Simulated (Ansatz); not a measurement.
## ZnS with Cd replacing Zn: gradients before and after relaxing the atoms

Start: a supercell of ZnS (space group P6_3mc) built from a COD entry, with all atoms left at the host's positions.

```cif
data_Zn11CdS12
_symmetry_space_group_name_H-M 'P31m'
_symmetry_Int_Tables_number 157
_cell_length_a 6.6211
_cell_length_b 6.6211
_cell_length_c 12.5200
_cell_angle_alpha 90.000
_cell_angle_beta 90.000
_cell_angle_gamma 120.000
loop_
_atom_site_label
_atom_site_type_symbol
_atom_site_symmetry_multiplicity
_atom_site_Wyckoff_symbol
_atom_site_fract_x
_atom_site_fract_y
_atom_site_fract_z
Cd Cd 1 a 0.0000 0.0000 0.0000
Zn2 Zn 2 b 0.3333 0.6667 0.0000
Zn4 Zn 1 a 0.0000 0.0000 0.5000
Zn5 Zn 2 b 0.3333 0.6667 0.5000
Zn7 Zn 3 c 0.3333 0.3333 0.2500
Zn10 Zn 3 c 0.3333 0.0000 0.7500
S13 S 1 a 0.0000 0.0000 0.1875
S14 S 2 b 0.3333 0.6667 0.1875
S16 S 1 a 0.0000 0.0000 0.6875
S17 S 2 b 0.3333 0.6667 0.6875
S19 S 3 c 0.3333 0.3333 0.4375
S22 S 3 c 0.3333 0.0000 0.9375
```

One atom of each set is listed.

Computed with Ansatz: DFT, PBE, plane waves and PAW, scalar-relativistic, 420 eV cutoff, Γ-centred 3×3×2 k-points, Fermi–Dirac smearing 0.01 eV.

The largest force at the start is 1.9 eV/Å. Relaxing the ions at fixed cell moves them by 0.153 Å at most (atom 24, S) and 0.067 Å rms.

```json
{"site": "Cd", "moved (Å)": "0.006", "first shell before": "4 S at 2.34–2.35 Å", "first shell after": "4 S at 2.49–2.50 Å", "V_zz before (10²¹ V/m²)": "0.47", "η before": "0.00"}
{"site": "Zn2", "moved (Å)": "0.017", "first shell before": "4 S at 2.34–2.35 Å", "first shell after": "4 S at 2.31–2.34 Å", "V_zz before (10²¹ V/m²)": "0.27", "η before": "0.00"}
{"site": "Zn5", "moved (Å)": "0.006", "first shell before": "4 S at 2.34–2.35 Å", "first shell after": "4 S at 2.32–2.33 Å", "V_zz before (10²¹ V/m²)": "0.18", "η before": "0.00"}
{"site": "Zn7", "moved (Å)": "0.042", "first shell before": "4 S at 2.34–2.35 Å", "first shell after": "4 S at 2.33–2.34 Å", "V_zz before (10²¹ V/m²)": "0.068", "η before": "0.46"}
{"site": "Zn10", "moved (Å)": "0.043", "first shell before": "4 S at 2.34–2.35 Å", "first shell after": "4 S at 2.33–2.35 Å", "V_zz before (10²¹ V/m²)": "0.037", "η before": "0.44"}
{"site": "S13", "moved (Å)": "0.146", "first shell before": "3 Zn at 2.34 Å, 1 Cd at 2.35 Å", "first shell after": "3 Zn at 2.33 Å, 1 Cd at 2.50 Å", "V_zz before (10²¹ V/m²)": "-1.15", "η before": "0.00"}
{"site": "S14", "moved (Å)": "0.005", "first shell before": "4 Zn at 2.34–2.35 Å", "first shell after": "4 Zn at 2.34 Å", "V_zz before (10²¹ V/m²)": "0.087", "η before": "0.00"}
{"site": "S17", "moved (Å)": "0.034", "first shell before": "4 Zn at 2.34–2.35 Å", "first shell after": "4 Zn at 2.32–2.33 Å", "V_zz before (10²¹ V/m²)": "0.12", "η before": "0.00"}
{"site": "S19", "moved (Å)": "0.021", "first shell before": "4 Zn at 2.34–2.35 Å", "first shell after": "4 Zn at 2.33–2.34 Å", "V_zz before (10²¹ V/m²)": "0.22", "η before": "0.05"}
{"site": "S22", "moved (Å)": "0.153", "first shell before": "3 Zn at 2.34–2.35 Å, 1 Cd at 2.34 Å", "first shell after": "3 Zn at 2.31–2.33 Å, 1 Cd at 2.49 Å", "V_zz before (10²¹ V/m²)": "-1.24", "η before": "0.40"}
```

(1) What are V_zz and η after the relaxation?

Results:

(1) 

| site | V_zz after | η after | change of V_zz |
| --- | --- | --- | --- |
| Cd | 0.46 | 0.00 | -0.01 |
| Zn2 | 0.36 | 0.00 | +0.09 |
| Zn5 | -0.092 | 0.00 | -0.27 |
| Zn7 | -0.52 | 0.40 | – |
| Zn10 | 0.36 | 0.15 | +0.33 |
| S13 | -0.95 | 0.00 | +0.20 |
| S14 | 0.37 | 0.00 | +0.29 |
| S17 | -0.30 | 0.00 | -0.42 |
| S19 | -0.56 | 0.75 | – |
| S22 | 1.41 | 0.30 | – |

The largest change of V_zz along a kept axis is on S17, from 0.12 to -0.30. The whole tensor moves most on S22, by 0.87 along its most changed direction. In per cent, |V_zz| changes by -17 on S (all sites that start above 0.5, bar those whose gradient vanishes or changes sign or whose main axis turns by over 40°). V_zz changes sign on Zn5 (same axis), S17 (same axis), S16 (same axis) (not all in the table). On S22, S19, Zn7 the largest principal value lies along another axis in the second run, so the two V_zz can't be compared directly. The table leaves out 2 of the 12 sites, with |V_zz| up to 0.26; their tensors move by 0.26 at most along any direction. The statements above cover all sites. The host's own positions weren't relaxed first, so part of the change far from the defect can be the host's relaxation.

The defect repeats with the cell of 24 atoms, so it feels its images: sites between two images don't show the values beside a lone defect, and zeros or small values of η there can come from the images' arrangement. S and Zn carry a gradient in the pure host already, so the values there aren't the defect's effect alone. Without spin–orbit coupling (the program notes it for Cd) the gradients are little affected as a rule: paired runs on crystals with a gap mostly move them by under 2 % at such atoms.
Before: The neighbours have not yet relaxed around the defect (largest force 1.9 eV/Å), so a real crystal will differ.
After: The relaxation keeps the site symmetry 3m of the start, so the impurity can move only along its axis; a start off the site could end lower.
